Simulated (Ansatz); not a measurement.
Input, command and steps of an Ansatz relaxation.

```yaml
crystal:
  lattice:
    - [-2.1550715256, 2.1550715256, 7.4541737061]
    - [2.1550715256, -2.1550715256, 7.4541737061]
    - [2.1550715256, 2.1550715256, -7.4541737061]
  atoms:
    - { symbol: Sr, position: [0.3589545559, 0.3589545559, 0.0] }
    - { symbol: Sr, position: [0.6410454441, 0.6410454441, 0.0] }
    - { symbol: Mg, position: [0.0, 0.0, 0.0] }
basis:
  ecutwfc: 500
kpoints:
  mp_grid: { grid: [14, 14, 14] }
hamiltonian:
  xc: r2scan
scf:
  occupations: { method: gaussian, width: 0.1 }
output:
  forces: true
  stress: true
  eigenvalues: true
relax:
  adjacent_minimum: "off"
  f_tol: 0.01
  max_steps: 30
  cell: { stress_tol: 0.1, fix: [volume] }
```

```bash
ansatz run input.yaml --threads 1 --pin off --max-ram 2560MiB --backend cpu --events-out ev --progress --plain --runs-dir out
```

These are results of DFT r2SCAN, scalar-relativistic, plane waves, PAW in Ansatz, not measurements.

The volume is held at 1.06 times that of the relaxed cell.

Of 3 frames 3 are shown, positions in Å and forces in eV/Å; the SCF threshold varies from step to step. Steps run on the plane waves of an earlier cell, with a Pulay correction in the pressure. The basis is chosen afresh for the last frame, the zero of the energies, and at times for earlier ones too; energy and pressure step there, also at an unchanged geometry.

```xyz
3
Lattice="-2.1551 2.1551 7.4542 2.1551 -2.1551 7.4542 2.1551 2.1551 -7.4542" Properties=species:S:1:pos:R:3:forces:R:3 pbc="T T T" step=1 free_energy_over_end_meV_per_atom=0.07 pressure_GPa=-0.88
Sr    0.0000    0.0000    5.3514    0.0000    0.0000    0.0244
Sr    0.0000    0.0000    9.5569    0.0000    0.0000   -0.0244
Mg    0.0000    0.0000    0.0000    0.0000    0.0000    0.0000
3
Lattice="-2.1546 2.1546 7.4571 2.1546 -2.1546 7.4571 2.1546 2.1546 -7.4571" Properties=species:S:1:pos:R:3:forces:R:3 pbc="T T T" step=2 free_energy_over_end_meV_per_atom=0.00 pressure_GPa=-0.88
Sr    0.0000    0.0000    5.3596    0.0000    0.0000    0.0083
Sr    0.0000    0.0000    9.5547    0.0000    0.0000   -0.0083
Mg    0.0000    0.0000    0.0000    0.0000    0.0000    0.0000
3
Lattice="-2.1546 2.1546 7.4571 2.1546 -2.1546 7.4571 2.1546 2.1546 -7.4571" Properties=species:S:1:pos:R:3:forces:R:3 pbc="T T T" step=3 free_energy_over_end_meV_per_atom=0.00 pressure_GPa=-0.88
Sr    0.0000    0.0000    5.3596    0.0000    0.0000    0.0083
Sr    0.0000    0.0000    9.5547    0.0000    0.0000   -0.0083
Mg    0.0000    0.0000    0.0000    0.0000    0.0000    0.0000
```

The run took 110 s on 1 thread of Intel(R) Xeon(R) 6975P-C (Granite Rapids) (shared host), peak memory 1.1 GiB.